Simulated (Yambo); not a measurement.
Absorption of NaCaIrH$_{6}$ (space group F-43m, No. 216) with and without the electron-hole interaction (Yambo, LDA bands; 8×8×8 mesh, 6 valence and 3 conduction bands, static screening with 55 bands and a 3 Ry block, scissor 1.61 eV, Tamm-Dancoff; field along x).

```json
[
 {"E (eV)": "3.15", "Im ε, BSE": "0.10", "Im ε, independent quasiparticles": "0.05"},
 {"E (eV)": "3.25", "Im ε, BSE": "0.11", "Im ε, independent quasiparticles": "0.05"},
 {"E (eV)": "3.35", "Im ε, BSE": "0.12", "Im ε, independent quasiparticles": "0.06"},
 {"E (eV)": "3.45", "Im ε, BSE": "0.13", "Im ε, independent quasiparticles": "0.06"},
 {"E (eV)": "3.55", "Im ε, BSE": "0.14", "Im ε, independent quasiparticles": "0.06"},
 {"E (eV)": "3.65", "Im ε, BSE": "0.16", "Im ε, independent quasiparticles": "0.07"},
 {"E (eV)": "3.75", "Im ε, BSE": "0.17", "Im ε, independent quasiparticles": "0.07"},
 {"E (eV)": "3.85", "Im ε, BSE": "0.20", "Im ε, independent quasiparticles": "0.08"},
 {"E (eV)": "3.95", "Im ε, BSE": "0.23", "Im ε, independent quasiparticles": "0.09"},
 {"E (eV)": "4.05", "Im ε, BSE": "0.27", "Im ε, independent quasiparticles": "0.09"},
 {"E (eV)": "4.15", "Im ε, BSE": "0.33", "Im ε, independent quasiparticles": "0.10"},
 {"E (eV)": "4.25", "Im ε, BSE": "0.42", "Im ε, independent quasiparticles": "0.11"},
 {"E (eV)": "4.35", "Im ε, BSE": "0.55", "Im ε, independent quasiparticles": "0.12"},
 {"E (eV)": "4.45", "Im ε, BSE": "0.63", "Im ε, independent quasiparticles": "0.14"},
 {"E (eV)": "4.55", "Im ε, BSE": "0.73", "Im ε, independent quasiparticles": "0.15"},
 {"E (eV)": "4.65", "Im ε, BSE": "0.93", "Im ε, independent quasiparticles": "0.17"},
 {"E (eV)": "4.75", "Im ε, BSE": "1.26", "Im ε, independent quasiparticles": "0.20"},
 {"E (eV)": "4.85", "Im ε, BSE": "1.82", "Im ε, independent quasiparticles": "0.23"},
 {"E (eV)": "4.95", "Im ε, BSE": "2.79", "Im ε, independent quasiparticles": "0.28"},
 {"E (eV)": "5.05", "Im ε, BSE": "3.61", "Im ε, independent quasiparticles": "0.35"},
 {"E (eV)": "5.15", "Im ε, BSE": "4.25", "Im ε, independent quasiparticles": "0.42"},
 {"E (eV)": "5.25", "Im ε, BSE": "5.70", "Im ε, independent quasiparticles": "0.51"},
 {"E (eV)": "5.35", "Im ε, BSE": "6.24", "Im ε, independent quasiparticles": "0.69"},
 {"E (eV)": "5.45", "Im ε, BSE": "6.23", "Im ε, independent quasiparticles": "0.91"},
 {"E (eV)": "5.55", "Im ε, BSE": "6.39", "Im ε, independent quasiparticles": "1.19"},
 {"E (eV)": "5.65", "Im ε, BSE": "6.92", "Im ε, independent quasiparticles": "1.62"},
 {"E (eV)": "5.75", "Im ε, BSE": "6.89", "Im ε, independent quasiparticles": "2.10"},
 {"E (eV)": "5.85", "Im ε, BSE": "5.95", "Im ε, independent quasiparticles": "2.50"},
 {"E (eV)": "5.95", "Im ε, BSE": "5.79", "Im ε, independent quasiparticles": "2.92"},
 {"E (eV)": "6.05", "Im ε, BSE": "5.60", "Im ε, independent quasiparticles": "3.51"},
 {"E (eV)": "6.15", "Im ε, BSE": "5.34", "Im ε, independent quasiparticles": "4.06"},
 {"E (eV)": "6.25", "Im ε, BSE": "5.65", "Im ε, independent quasiparticles": "4.30"},
 {"E (eV)": "6.35", "Im ε, BSE": "5.97", "Im ε, independent quasiparticles": "4.53"},
 {"E (eV)": "6.45", "Im ε, BSE": "5.60", "Im ε, independent quasiparticles": "4.32"},
 {"E (eV)": "6.55", "Im ε, BSE": "4.82", "Im ε, independent quasiparticles": "4.18"},
 {"E (eV)": "6.65", "Im ε, BSE": "4.11", "Im ε, independent quasiparticles": "4.20"},
 {"E (eV)": "6.75", "Im ε, BSE": "3.72", "Im ε, independent quasiparticles": "4.71"},
 {"E (eV)": "6.85", "Im ε, BSE": "3.70", "Im ε, independent quasiparticles": "5.99"},
 {"E (eV)": "6.95", "Im ε, BSE": "3.57", "Im ε, independent quasiparticles": "7.10"},
 {"E (eV)": "7.05", "Im ε, BSE": "3.06", "Im ε, independent quasiparticles": "7.41"},
 {"E (eV)": "7.15", "Im ε, BSE": "2.50", "Im ε, independent quasiparticles": "7.50"},
 {"E (eV)": "7.25", "Im ε, BSE": "2.30", "Im ε, independent quasiparticles": "7.59"},
 {"E (eV)": "7.35", "Im ε, BSE": "2.14", "Im ε, independent quasiparticles": "7.21"}
]
```

The scissor comes from a G0W0 run whose convergence isn't established. Broadening 0.15 eV. The band window holds all transitions up to 7.4 eV. Fine structure above the onset can come from the mesh.

Without spin-orbit coupling, band edges of such heavy elements can be off by tenths of an eV.

Geometry of the Materials Project entry, not relaxed at this level; primitive cell a = b = c = 5.1096 Å, α = β = γ = 60.00°.

The structure is a Materials Project entry; no match was found in the copy of COD used, and its stability was not checked.
